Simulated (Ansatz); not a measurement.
SiC (zinc blende, space group No. 216), the program Ansatz at the PBE level (PAW), all energies at zero smearing, with the estimated change up to a 700 eV cutoff added, with one set of potentials and settings (totals compare only within such a set). Cell of 2 atoms (1 C, 1 Si): -887.164 eV.

```tsv
element	reference phase	E (eV/atom)
C	P6_3/mmc, 4 atoms in the cell	-250.9479
Si	Fd-3m, 2 atoms in the cell	-635.8096
```

Formation energy per atom, worked out: (-887.164 − 1×(-250.9479) − 1×(-635.8096))/2 = -0.203 eV/atom (-20 kJ per mol of atoms), at 0 K, without zero-point energy or fitted corrections.

Space group F-43m (zinc blende). Symmetry was held in the PBE relaxation; phonons on a q-mesh show no instability. The references are the lowest solids computed at this level, not always the standard phases.

Potentials: the later of the program's two PAW sets.
